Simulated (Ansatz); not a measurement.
**Course of a relaxation: K2Te2C**

A trial structure of K2Te2C was built thus: close-packed anion layers stacked ABC, with sites between them filled layer by layer (P3m1, No. 156) (elements of the layers in order: C Te Te). Lengths were set from tabulated atomic sizes, so they are only a guess.

```
CELL_PARAMETERS angstrom
5.14650 0.00000 0.00000
-2.57325 4.45700 0.00000
0.00000 0.00000 9.14328
ATOMIC_POSITIONS crystal
K 0.00000 0.00000 0.47640
K 0.33333 0.66667 0.94010
Te 0.33333 0.66667 0.24456
Te 0.66667 0.33333 0.70825
C 0.00000 0.00000 0.00000
```

Computed with Ansatz 0.2.0, DFT PBE+D3(BJ), scalar-relativistic, plane waves, PAW. Cutoff 420 eV, Gaussian smearing, Γ-centred meshes. Cell and atoms relax first on a coarse mesh and then on a finer one. In between, the cell is made exact in the group found at 0.06 Å. In metals the finer mesh still leaves noise of several meV/atom or more. The steps can't lower the symmetry of their start. No spin polarisation.

Steps on the 6×6×2 mesh (5 atoms, 18 steps). The free energy counts from the last step; the plane-wave basis is renewed at times, which shifts energy and pressure.

```
step  ΔF (meV/atom)  V (Å³/atom)  P (GPa)  largest force component (eV/Å)
   1          881.4        41.95    -1.71                           2.551
   2          766.7        40.45    -2.20                           1.289
   3          660.5        38.36    -2.13                           0.962
   4          582.4        36.99    -1.85                           1.101
   5          511.7        36.03    -1.48                           1.126
   6          442.5        35.28    -1.06                           0.858
   7          301.8        34.20    -0.98                           0.760
   8          222.4        33.27    -0.56                           0.466
   9          124.2        31.86     0.80                           0.595
  10           67.1        31.13     1.34                           0.342
  11          106.8        28.73     4.56                           1.780
  12           39.3        31.11     0.93                           0.188
  13           18.4        31.02     0.61                           0.105
  14            4.7        31.24     0.15                           0.045
  15            3.9        31.39    -0.02                           0.014
  16            0.4        31.39     0.14                           0.011
  17            0.0        31.55     0.02                           0.003
  18            0.0        31.55     0.02                           0.003
```

The relaxed structure, after a last relaxation on the converged mesh:

```xyz
5
Lattice="4.0473 0.0000 0.0000 -2.0236 3.5050 0.0000 0.0000 0.0000 10.9853" Properties=species:S:1:pos:R:3 pbc="T T T"
K     0.0000    0.0000    4.9130
K     0.0000    2.3367    9.7418
Te    0.0000    2.3367    2.0678
Te    2.0236    1.1683    7.3524
C     0.0000    0.0000    1.9526
```

The symmetry stays P3m1 (No. 156). The volume per atom shrinks by 25.7 %, from 41.9 to 31.2 Å³. The shortest distance goes from 2.78 Å (K–Te) to 2.34 Å (Te–C). The ratio c/a of the conventional cell changes by a factor of 1.53. The energy falls by about 0.89 eV/atom (the start's value is from the coarse mesh). The end is written in a standard setting, so origin, axes and order of atoms can differ from the start's. K on its first site is surrounded by 1 C at 2.96 Å, 3 Te at 3.38 Å and 3 Te at 3.68 Å; Te on its first site has 3 C at 2.34 Å, 1 K at 3.31 Å and 3 K at 3.68 Å; C is surrounded by 3 Te at 2.34 Å, 1 K at 2.96 Å and 3 K at 3.96 Å; 2 more sites not described.

For K2Te2C, the volume per atom is 31.17 Å³ and the density is 3.68 g/cm³. The energy over the elements is +0.35 eV/atom and the gap on the 12×12×4 mesh of the 5-atom cell is 0 eV (a metal).

The zero of energy is the elements' standard structures at the same level; no fitted shifts are applied.

The last run used Gaussian smearing of 0.10 eV. These runs have no spin–orbit coupling, which can matter for Te. A structure relaxed within its symmetry needn't be a true minimum. In all, the 3 runs took 10 min on 1 thread of Intel(R) Xeon(R) Processor @ 2.50GHz (Skylake/Cascade Lake), with other jobs on the host.
